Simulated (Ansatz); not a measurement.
ZnSi$_{2}$O:
```
CELL_PARAMETERS angstrom
      1.71489     0.99009     6.06767
     -1.71489     0.99009     6.06767
      0.00000    -1.98019     6.06767
ATOMIC_POSITIONS crystal
  Zn 0.02112 0.02112 0.02112
  O  0.13582 0.13582 0.13582
  Si 0.48117 0.48117 0.48117
  Si 0.61193 0.61193 0.61193
```

Relaxed with r²SCAN.

**Question.** Map the electron localisation function on the plane through (0.021, 0.021, 0.021) spanned by u = [1, 0, 0] and v = [-1, 1, 1] in lattice vectors, from the program Ansatz at the r²SCAN level (PAW).

**Answer.** x is the fraction of u, y of v (the angle between them is 51°; rows are the nearest grid lines); atoms in the plane: Zn at (0.00, 0.00), O at (0.23, 0.11), Si at (0.92, 0.46), Si at (0.18, 0.59).
```
|000011267877764200000112333210000|
|000001112344443210000001223322100|
|000001111112222110000000122332210|
|221111111000000000000000001234432|
|543222111100000000000000001234555|
|788776543210000000000000001234567|
|778888765321000000000000011234567|
|665667787653210000001112223456776|
|885445456776531100012333444578888|
|997546645777643110112345444578999|
|999975554567765321123567654346899|
|999997444467775421123578765444799|
|799999865457776432112478998678657|
|579999876566766432112358999877755|
|434667666555554432111125799997544|
|544444444444443321111113579998755|
|566643210011111111100011134677655|
|346777753100000011111111111122223|
|236788886410000011111111111111112|
|126887678874100001122233211111111|
|114787546887410000122333221111111|
|011278864588741000012234322100000|
|000127887678863000011233432100000|
|000011267877764200000112333210000|
```
Scale: ten equal steps from 0.000 (start of '0') to 0.961 (end of '9'), in the order '0123456789'; x runs from 0.000 to 1.00, y from 0.000 (bottom) to 1.00 (top).

The density is the valence pseudo-density with augmentation charge, so density and ELF within about 1 Å of a nucleus are not all-electron values.

Space group R3m. The start of the workflow was typed in or built on a structure type; neither database checked (COD, Materials Project) lists it. Its standing as an ambient phase is unchecked. The cell was relaxed with r²SCAN under the symmetry of its start; its stability against distortions is not shown here. The volume moved by 18 % from the start of the relaxation.

Potentials: the earlier of the program's two PAW sets. The files were generated under PBE; for other functionals the program regenerates the frozen cores, and for LDA and PBEsol the local potential too.
